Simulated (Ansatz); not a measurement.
Relaxed-ion elastic tensor of CsCl (rock salt, Fm-3m) in GPa (Voigt order), r²SCAN in the plane-wave PAW code Ansatz; density 3.25 g/cm³, 42.99 Å³ per atom.

```
33.6   4.6   4.6   0.0   0.0   0.0
 4.6  33.6   4.6   0.0   0.0   0.0
 4.6   4.6  33.6   0.0   0.0   0.0
 0.0   0.0   0.0   3.2   0.0   0.0
 0.0   0.0   0.0   0.0   3.2   0.0
 0.0   0.0   0.0   0.0   0.0   3.2
```

Task: Is the crystal mechanically stable?

Result: Yes: the smallest eigenvalue of C is 3.2 GPa.

Task: Work out the Voigt, Reuss and Hill averages.

Result: K_V = 14.3, K_R = 14.3, K_H = 14.3; G_V = 7.7, G_R = 4.6, G_H = 6.2 GPa.

Task: Give Young's modulus, Poisson's ratio, Pugh's ratio and the universal anisotropy index.

Result: E = 9KG/(3K + G) = 16.1 GPa; ν = 0.31; K/G = 2.32 (ductile by the Pugh limit of 1.75); A_U = 5G_V/G_R + K_V/K_R − 6 = 3.37.

Task: Estimate the sound speeds and the Debye temperature.

Result: v_l = √((K + 4G/3)/ρ) = 2630 m/s, v_t = √(G/ρ) = 1380 m/s, mean 1540 m/s; Θ = (h/k)(3n/4πV)^(1/3) v_m = 131 K.

Task: Give the Zener ratio and Young's modulus along [100], [110] and [111].

Result: A = 2C44/(C11 − C12) = 0.22; 1/E = S11 − 2(S11 − S12 − S44/2)Γ with Γ = 0, 1/4, 1/3 gives 32.5, 10.8, 8.8 GPa.

The first step of the workflow began from a Materials Project structure, measured or hypothetical; the Crystallography Open Database files this formula in space group No. 225, but the cells were not matched. It is not the phase usual at ambient conditions (space group No. 221). Symmetry was held in the r²SCAN relaxation; whether a distortion lowers the energy is not shown. Spin–orbit coupling is left out wherever it is not named.

Potentials: the earlier of the program's two PAW sets.
